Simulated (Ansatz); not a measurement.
Values for one crystal, relaxed and computed with LDA (plane waves, PAW; program Ansatz); other levels are named.

Volume per atom: 26.65 Å³
Band gap: 0.13 eV (direct)
Hole effective mass, band 3 of 3 at the edge: 0.042 along [100], 0.059 along [110], 0.068 along [111] (mₑ)
Hole effective mass, band 1 of 3 at the edge: 0.33 along [100], 0.33 along [110], 0.13 along [111] (mₑ)
Zone-centre stability: no imaginary mode at Γ
Valence-band maximum: at Γ
Young's modulus: 101 GPa

Problem. Which compound is it?
A. TlCl, Cmcm (Tl on 4c, Cl on 4c)
B. Sr3BiN, anti-perovskite
C. Be2C, fluorite or antifluorite type
D. BN, rock salt

Solution. B, Sr3BiN, anti-perovskite

Space group Pm-3m (anti-perovskite). The first step of the workflow began from a Materials Project structure, measured or hypothetical; the Crystallography Open Database copy checked does not list it. Its standing as an ambient phase is unchecked. Symmetry was held in the LDA relaxation. Scalar-relativistic: spin–orbit coupling is off unless named, which matters more the heavier the elements.

Potentials: the later of the program's two PAW sets.
